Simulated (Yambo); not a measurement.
**How GW settings move the gap: N**

G0W0@PBEsol for N (space group Pa-3, No. 205) in Yambo. Reference settings: 2×2×2 Γ-centred k mesh, 304 bands and a 8 Ry block in the screening, 304 bands in G with the Bruneval-Gonze terminator, plasmon pole fitted at 27.2 eV. The PBEsol gap X → Γ on this mesh is 7.21 eV; G0W0 gaps are taken between the same points.

```
change from the reference       G0W0 gap X → Γ (eV)  shift of the valence edge (eV)        rough Yambo cost
------------------------------  -------------------  ------------------------------  ----------------------
reference settings                            13.51                           -3.05                       1
105 bands in W, 105 bands in G                13.58                           -2.90               about 1/4
133 bands in W                                13.54                           -2.94  within a factor of two
3 Ry block                                    13.58                           -2.92  within a factor of two
7 Ry block                                    13.49                           -3.00  within a factor of two
pole fitted at 40 eV                          13.58                           -3.13                       –
no random integration                         13.31                           -2.75                       –
105 bands in G, no terminator                 13.56                           -2.55                       –
189 bands in G, no terminator                 13.54                           -2.77                       –
no terminator                                 13.52                           -2.90                       –
```

The reference isn't shown to be the converged limit. Costs are rough (shared machines), scaled to the same edge states, and given only for runs that recompute the screening.

Geometry of the Materials Project entry, not relaxed at this level; primitive cell a = 5.561 Å, b = 5.561 Å, c = 5.561 Å, α = 90.00°, β = 90.00°, γ = 90.00°.

A shift is the quasiparticle energy of the state minus its PBEsol energy.
